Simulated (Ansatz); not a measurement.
Input:

Tl:
```yaml
crystal:
  lattice:
    - [3.25122, 0.00000, 0.00000]
    - [0.00000, 3.25122, 0.00000]
    - [0.00000, 0.00000, 3.25122]
  atoms:
    - { symbol: Tl, position: [0.00000, 0.00000, 0.00000] }
```

This is the PBE-relaxed structure.

**Question.** All from plane-wave PAW PBE (Ansatz code), unless another level is named. Give the density of states at the Fermi level.

**Answer.** 0.64 states/eV per atom (mean over ±0.08 eV).

**Question.** Next, the gap with spin–orbit coupling?

**Answer.** none (metallic).

Space group Pm-3m (simple cubic). The cell is a constructed one: a structure type filled with these elements; neither database checked (COD, Materials Project) lists it. It is not the phase usual at ambient conditions (space group No. 194). Symmetry was held in the PBE relaxation. At this level the phase is mechanically unstable. Scalar-relativistic: spin–orbit coupling is off unless named, which matters more the heavier the elements.

Potentials: the later of the program's two PAW sets.
